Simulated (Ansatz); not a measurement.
AlInSb2 in space group P-4m2 (No. 115; Al on 1a, In on 1c, Sb on 2g), the program Ansatz at the r²SCAN level (PAW). The conduction-band minimum lies at Γ, with 1 equivalent valley. Second derivatives d²E/dk² of the lowest band at one valley (eV·Å²), along Cartesian directions:

```
direction  d²E/dk²
---------  -------
[100]        134.7
[010]        134.7
[001]        90.41
[110]        135.1
[101]        112.5
[011]        112.5
```

Question: Find the principal effective masses, the density-of-states mass and the conductivity mass.

Answer: Off-diagonal terms follow from H_xy = H[110] − (H_xx + H_yy)/2, and m*/mₑ = 7.620 eV·Å² over each eigenvalue: 0.056, 0.057, 0.084. One valley's DOS mass (m₁m₂m₃)^(1/3) = 0.065, conductivity mass 3/(Σ 1/mᵢ) = 0.064 mₑ.

Question: What effective density of states Nc follows at 300 K for parabolic valleys?

Answer: Nc = 2.509e19 × 1 × (0.065)^(3/2) ≈ 4.2e17 cm⁻³.

The workflow started from a Materials Project entry (that database holds measured and hypothetical structures alike); the Crystallography Open Database copy checked does not list it. With Al and In taken as one species the cell has the higher symmetry F-43m, so it may be an ordered model of a mixed-site phase. Whether it is the stable phase at ambient conditions was not checked. The r²SCAN relaxation kept the symmetry of its start; whether a distortion lowers the energy is not shown. Spin–orbit coupling is left out wherever it is not named.

Potentials: the later of the program's two PAW sets.

Edges and masses are those of Kohn–Sham bands, whose gap is no quasiparticle gap.
